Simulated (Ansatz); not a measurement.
AlRu:
```yaml
crystal:
  lattice:
    - [3.00399, 0.00000, 0.00000]
    - [0.00000, 3.00399, 0.00000]
    - [0.00000, 0.00000, 3.00399]
  atoms:
    - { symbol: Al, position: [0.00000, 0.00000, 0.00000] }
    - { symbol: Ru, position: [0.50000, 0.50000, 0.50000] }
```

Relaxed with PBE. Special points in fractions of this cell's reciprocal vectors: Γ (0.000, 0.000, 0.000); X (0.000, 0.500, 0.000); M (0.500, 0.500, 0.000); R (0.500, 0.500, 0.500).

**Question.** List the band energies nearest the Fermi level at these points for DFT-PBE in the program Ansatz with PAW potentials.

**Answer.** In eV from the Fermi level; about four levels below and three above (degenerate sets whole), none deeper than 8.9 eV; points with the same levels are listed once.

```
k                    below           above
-  -----------------------  --------------
Γ              -3.50 -3.50  0.18 0.18 0.18
X  -5.46 -2.71 -1.57 -1.57  0.43 2.25 7.42
M  -1.35 -1.35 -1.14 -1.14  1.51 5.23 6.12
R        -4.56 -4.56 -4.56  1.60 1.60 2.51
```

Space group Pm-3m (CsCl type). The PBE relaxation kept the symmetry of its start. No spin polarisation was allowed. Spin–orbit coupling is left out wherever it is not named.

Potentials: the later of the program's two PAW sets.
